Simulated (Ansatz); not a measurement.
Starting cell, LiF (rock salt):

```
LiF
1.0
    0.00000     4.06787     4.06787
    2.03393     0.00000     2.03393
    2.03393     2.03393     0.00000
F Li
2 2
Cartesian
  0.00000   0.00000   0.00000
  2.03393   4.06787   2.03393
  2.03393   2.03393   2.03393
  2.03393   4.06787   4.06787
```

The atoms are displaced by Q × the pattern below (from a DFPT mode at L = (0.5, 0.0, 0.0), largest move 1; Q in Å), at fixed cell. (q is in reciprocal vectors of the primitive cell; the cell shown is doubled to hold the pattern.)

```tsv
atom	x	y	z
F1	-0.577	0.577	0.577
F2	0.577	-0.577	-0.577
```

Atoms not listed stay in place.

Calculation: PBE (plane waves to 420 eV, PAW, scalar-relativistic; Ansatz, a quantum-chemistry and plane-wave program). k mesh 7×14×14 (Γ-centred), Fermi-Dirac smearing 0.05 eV. The energy includes the smearing's −TS. LiF was relaxed with its symmetry unable to fall. The zero of ΔE is the undisplaced structure.

```tsv
Q (Å)	ΔE (eV/cell)
-0.280	0.788
-0.187	0.342
-0.093	0.084
0.000	0.000
0.093	0.084
0.187	0.342
0.280	0.788
```

Which DFPT wavenumber at L = (0.5, 0.0, 0.0) belongs to this mode?
A) 578 cm⁻¹
B) 259 cm⁻¹
C) 193 cm⁻¹
D) 371 cm⁻¹

D, 371 cm⁻¹. The curvature of the scan gives 371 cm⁻¹

(A displaced cell: forces are minus the slopes of the energy, force constants its curvatures, and phonons follow from these.)
